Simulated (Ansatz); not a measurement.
**Turning moments in MnIr (P4/mmm)**

Geometry: a structure as deposited in COD, repeated to hold the magnetic orders; nothing is relaxed.

Functional, mesh and filling: PBEsol, 10×10×10 k mesh, Fermi–Dirac smearing of 0.03 eV. PAW means Ansatz 0.2.0 on its default frozen-core files; LAPW is all-electron LAPW in Ansatz 0.2.0. Site moments are integrated in spheres about the atoms, whose radii differ between the methods.

Input of the first run:

```yaml
crystal:
  lattice:
    - [2.7258966415, -2.7258966415, 0.0]
    - [2.7258966415, 2.7258966415, 0.0]
    - [2.7258966415, 0.0, 3.643]
  atoms:
    - { symbol: Mn, position: [0.75, 0.25, 0.5], spin: 1.6, spin_axis: [0.0, 0.0, 1.0] }
    - { symbol: Mn, position: [0.25, 0.75, 0.5], spin: 1.6, spin_axis: [0.0, 0.0, 1.0] }
    - { symbol: Ir, position: [0.0, 0.0, 0.0] }
    - { symbol: Ir, position: [0.5, 0.5, 0.0] }
magnetization:
  noncollinear: true
kpoints:
  mp_grid: { grid: [10, 10, 10] }
scf:
  occupations: { method: fermi_dirac, width: 0.03 }
  lower_state_search: "off"
hamiltonian:
  xc: pbesol
  pseudopotentials: { kind: paw }
output:
  eigenvalues: false
```

Command: `ansatz run input.yaml --threads 2 --pin off --max-ram 6144MiB --backend cpu --events-out ev --progress --plain --runs-dir out`

The input for «Mn2 tilted by 130° from z and held» by LAPW differs from it in these lines, output keys apart:

```diff
-    - { symbol: Mn, position: [0.25, 0.75, 0.5], spin: 1.6, spin_axis: [0.0, 0.0, 1.0] }
+    - { symbol: Mn, position: [0.25, 0.75, 0.5], spin: 1.6, spin_axis: [0.76604444, 0.0, -0.64278761] }
+  spin_locking: { lock_directions: true }
+  max_iter: 150
-  pseudopotentials: { kind: paw }
+  pseudopotentials: { kind: all_electron, lapw: { basis_error: 0.001 } }
```

The runs use spinors without spin–orbit coupling. In the held states a penalty keeps the direction of every atom that starts with a moment, the untilted ones along z, with sizes free, and the energy is taken at the target. Energies count from the run that starts parallel.

```tsv
state	ΔF PAW (meV/atom)	ΔF LAPW (meV/atom)	largest moment, PAW (μB)	size of M, PAW (μB/cell)	directions kept
parallel moments on spinors	0.0	0.0	1.58	2.88	yes
Mn2 tilted by 20° from z and held	-5.0	-5.2	1.68	3.04	yes
Mn2 tilted by 50° from z and held	-35.7	–	2.24	3.82	yes
Mn2 tilted by 90° from z and held	-78.6	–	2.34	3.07	yes
Mn2 tilted by 130° from z and held	-96.3	-96.8	2.37	1.83	yes
```

For the state «Mn2 tilted by 20° from z and held», by PAW: Site moments (μB): Mn1 (0.01, 0.00, 1.68); Mn2 (0.57, 0.00, 1.58); Ir3 (-0.02, 0.00, -0.14); Ir4 (-0.02, 0.00, -0.14). Cell moment 3.04 μB.

The PAW files were made with PBE; the program remakes their cores once for the run's functional and then keeps them frozen. The Ansatz runs typed with the search for lower states off end where their start leads. Spin–orbit coupling is left out although heavy atoms are present. The magnetic state is the one that this cell and start allow. It needn't be the compound's measured order, which may need a larger cell or be absent. Left out because it didn't converge or finish: PAW, Mn2 tilted by 160° from z and held.
